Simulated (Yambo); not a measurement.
A BSE run in Yambo for KMgH3 (cubic perovskite, space group Pm-3m, No. 221) (PBEsol bands; 8×8×8 mesh, 3 valence and 5 conduction bands, static screening with 33 bands and a 3 Ry block, scissor 2.40 eV, Tamm-Dancoff; field along x) gives:

```
state  energy (eV)  states within 2 meV  relative strength   class
-----  -----------  -------------------  -----------------  ------
1             6.40                    3               1.00  strong
2             6.61                    3               0.46  strong
3             6.76                    3             < 0.01    dark
4             6.82                    2             < 0.01    dark
5             6.84                    3               0.06  strong
```

Problem. What changes when the window shrinks to 3 valence and 3 conduction bands?

Solution. The lowest state goes from 6.398 eV to 6.421 eV, and its distance below the direct gap from 0.502 eV to 0.480 eV. These are vertical excitations (zero momentum); the indirect quasiparticle gap, about 4.64 eV, is smaller than the direct one (6.90 eV on the GW mesh). The scissor comes from a G0W0 run whose convergence isn't established.

Geometry of the Materials Project entry, not relaxed at this level; primitive cell a = b = c = 3.988 Å, α = β = γ = 90.00°.
